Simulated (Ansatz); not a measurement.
**Phonon spectrum of As$_{4}$Se**

Method: DFT PBE, scalar-relativistic, plane waves, PAW (Ansatz). Plane waves to 420 eV; Γ-centred k mesh 10×10×4; Gaussian smearing of 0.10 eV. No spin polarisation. Phonons by linear response, acoustic sum rule imposed.

The cell, relaxed at this level:
```yaml
crystal:
  lattice:
    - [3.43201, -1.89346, -0.11917]
    - [3.43201, 1.89346, -0.11917]
    - [-3.34440, 0.00000, 8.60303]
  atoms:
    - { symbol: As, position: [0.61219, 0.61219, 0.78250] }
    - { symbol: As, position: [0.18062, 0.18062, 0.62075] }
    - { symbol: As, position: [0.81938, 0.81938, 0.37925] }
    - { symbol: As, position: [0.38781, 0.38781, 0.21750] }
    - { symbol: Se, position: [0.00000, 0.00000, 0.00000] }
```

It was reached by relaxing an invented guess, and it needn't be the stable form of this composition. In a metal, frequencies and elastic constants depend on the k mesh and the smearing, soft modes and shear constants most. Some empty bands missed the eigensolver's threshold. The q mesh is coarse, so values between its points are rough.

Force constants from linear response on a 2×2×1 q mesh.

Path: Γ–C | C2–Y2–Γ–M2–D | D2–A–Γ | L2–Γ–V2. Only the points of the 2×2×1 mesh were computed; the rest is interpolation, which is rough on so few points. At q = (-0.500, -0.500, 0.000) a computed mode is imaginary, 26i cm⁻¹, so the cell is unstable at this level. Distance along the path (Å⁻¹), then the branches (cm⁻¹, negative for imaginary):
```
0.000  0 0 0 37 51 58 58 131 155 155 176 182 183 215 224
0.280  -26 26 44 50 52 69 82 129 152 153 179 180 186 204 213
0.559  -28 50 59 64 78 92 104 128 146 153 174 179 185 187 191
0.839  41 60 69 71 93 103 106 112 142 155 168 173 178 185 187
1.118  35 58 61 81 88 94 107 108 140 148 167 177 178 188 194
1.186  29 58 60 82 84 94 104 105 139 146 168 177 181 189 199
1.321  13 60 62 72 79 94 94 100 138 141 169 176 188 189 210
1.456  -18 55 62 69 70 86 92 100 137 138 170 174 187 196 220
1.592  -25 42 60 66 74 81 92 100 136 137 170 172 186 201 225
1.782  -20 33 60 61 78 80 92 103 133 138 172 173 185 201 225
2.026  -21 22 42 60 78 80 94 116 120 145 173 183 185 203 223
2.271  -27 9 37 43 63 72 88 115 138 153 175 183 188 208 221
2.516  -5 8 21 30 50 58 68 129 151 156 176 182 184 214 223
2.752  15 19 27 29 49 55 67 128 147 159 176 182 184 214 223
2.981  -23 27 39 52 63 71 90 108 126 162 173 185 187 210 221
3.210  9 47 48 50 74 78 81 100 126 163 173 176 185 207 218
3.439  -11 38 47 64 66 83 95 100 129 152 168 177 182 208 219
3.630  -8 31 43 67 73 80 94 114 118 149 168 179 180 208 219
3.785  18 39 47 64 83 87 96 114 118 149 167 181 181 202 213
3.940  -20 54 54 71 90 96 105 115 117 149 167 181 182 192 204
4.094  -23 59 62 82 92 102 109 116 122 150 167 177 178 186 196
4.172  -15 62 65 84 94 104 108 117 125 152 167 174 176 185 195
4.432  43 62 63 80 95 99 106 117 124 160 168 174 178 180 194
4.692  35 37 59 73 82 84 111 112 123 165 174 181 185 193 195
4.952  20 30 52 56 58 70 92 96 136 168 177 178 188 210 214
5.212  19 30 36 46 47 57 87 92 141 170 174 180 185 219 224
5.305  17 26 36 47 48 57 71 107 141 169 174 181 185 218 224
5.397  13 19 37 43 49 55 60 121 143 166 175 182 184 217 224
5.490  7 10 23 37 51 57 59 129 148 161 176 183 183 216 224
5.583  0 0 0 37 51 58 58 131 155 155 176 182 183 215 224
5.704  51 61 70 73 81 94 104 109 140 158 162 168 184 185 198
5.946  37 41 63 70 77 92 108 117 120 160 170 176 187 192 199
6.187  18 31 47 55 63 79 87 118 134 161 177 180 190 202 210
6.429  5 14 26 37 51 56 66 129 149 159 176 182 184 213 222
6.670  -11 12 20 38 52 57 66 130 153 155 177 182 184 213 222
6.911  -24 35 47 54 60 66 92 125 146 154 177 181 189 200 210
7.152  -18 53 60 67 82 89 104 120 136 154 171 179 186 193 196
7.393  38 66 69 76 91 97 104 116 124 151 163 172 183 191 196
```
